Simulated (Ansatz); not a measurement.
AgI:
```yaml
crystal:
  lattice:
    - [0.00000, 3.22502, 3.22502]
    - [3.22502, 0.00000, 3.22502]
    - [3.22502, 3.22502, 0.00000]
  atoms:
    - { symbol: Ag, position: [0.00000, 0.00000, 0.00000] }
    - { symbol: I, position: [0.25000, 0.25000, 0.25000] }
```

PBEsol (plane waves, PAW; program Ansatz) gives a gap of 1.20 eV without spin–orbit coupling, maximum at Γ, minimum at Γ.

Task: What happens when spin–orbit coupling is switched on?

Result: The gap falls by 0.23 eV, to 0.97 eV; maximum on the K–Γ line, 97 % of the way from K, minimum at Γ.

Task: How large is the spin–orbit splitting of the valence top at Γ?

Result: The fourfold level lies 0.66 eV above the split-off pair.

Space group F-43m (zinc blende). The PBEsol relaxation kept the symmetry of its start. The run is not spin-polarised.

Potentials: the earlier of the program's two PAW sets. The files were generated under PBE; for other functionals the program regenerates the frozen cores, and for LDA and PBEsol the local potential too.
